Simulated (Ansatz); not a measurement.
KMgBr3, cubic perovskite, relaxed with r2SCAN in Ansatz 0.2.0. The symmetry is Pm-3m (No. 221, cubic); a = 5.303 Å in the conventional setting, 29.83 Å³ an atom. Around K lie 12 Br at 3.75 Å; around Mg lie 6 Br at 2.65 Å; around Br lie 2 Mg at 2.65 Å and 4 K at 3.75 Å.

The axes x, y and z are those of this cell:
```yaml
crystal:
  lattice:
    - [5.30317, 0.00000, 0.00000]
    - [0.00000, 5.30317, 0.00000]
    - [0.00000, 0.00000, 5.30317]
  atoms:
    - { symbol: K, position: [0.00000, 0.00000, 0.00000] }
    - { symbol: Mg, position: [0.50000, 0.50000, 0.50000] }
    - { symbol: Br, position: [0.50000, 0.50000, 0.00000] }
    - { symbol: Br, position: [0.50000, 0.00000, 0.50000] }
    - { symbol: Br, position: [0.00000, 0.50000, 0.50000] }
```

Unstrained: PBE gives an indirect gap of 2.785 eV, from R to Γ; the least direct gap is 3.269 eV at Γ. r2SCAN gives an indirect gap of 3.610 eV, from R to Γ; the least direct gap is 4.109 eV at Γ. HSE06 gives an indirect gap of 3.971 eV, from R to Γ; the least direct gap is 4.458 eV at Γ. Meshes: PBE 6×6×6, r2SCAN 6×6×6, HSE06 4×4×4. Strains are changes of length per length, and xy shears are angles. After each strain the atoms were relaxed again with r2SCAN in this cell and within any symmetry left, so distortions that break it or need a larger cell weren't tested; points keep the names that they have in the unstrained zone. No spin polarisation and no zero-point or thermal motion; the cell was built from a prototype and may be hypothetical.

**Question.** Estimate what xy shear, engineering strain (angle) -3.0 % does to the gap.

**Answer.** PBE: the gap goes from 2.785 to 2.766 eV (-0.019 eV). r2SCAN: the gap goes from 3.610 to 3.590 eV (-0.020 eV). HSE06: the gap goes from 3.971 to 3.951 eV (-0.020 eV). The r2SCAN energy rises by 1.3 meV an atom.

**Question.** Apply isotropic +3.0 % on every length. How far does the gap move, against the unstrained cell?

**Answer.** PBE: the gap goes from 2.785 to 2.457 eV (-0.328 eV). r2SCAN: the gap goes from 3.610 to 3.276 eV (-0.334 eV). HSE06: the gap goes from 3.971 to 3.622 eV (-0.349 eV). The r2SCAN energy rises by 19.1 meV an atom.

**Question.** One strain changed the r2SCAN stress by xx -1.14, yy -0.39, zz -0.39 GPa (compression positive) and the gap by -0.126 eV (PBE), -0.128 eV (r2SCAN), -0.133 eV (HSE06). Which kind of strain was it, and roughly how large?

**Answer.** Uniaxial +2.5 % along x, other directions held. The pattern of the stress gives the kind; the size needs the stiffness, so it is an estimate.

**Question.** One strain changed the r2SCAN stress by xx -0.80, yy -0.80, zz -0.02 GPa (compression positive) and the gap by -0.089 eV (PBE), -0.090 eV (r2SCAN), -0.094 eV (HSE06). Which kind of strain was it, and roughly how large?

**Answer.** Epitaxial +1.5 % in the xy plane, free normal strain -0.91 %. The pattern of the stress gives the kind; the size needs the stiffness, so it is an estimate.

The runs are scalar-relativistic, without spin-orbit coupling.

The meshes of the hybrids are coarse, so their gaps aren't converged to the digits shown.
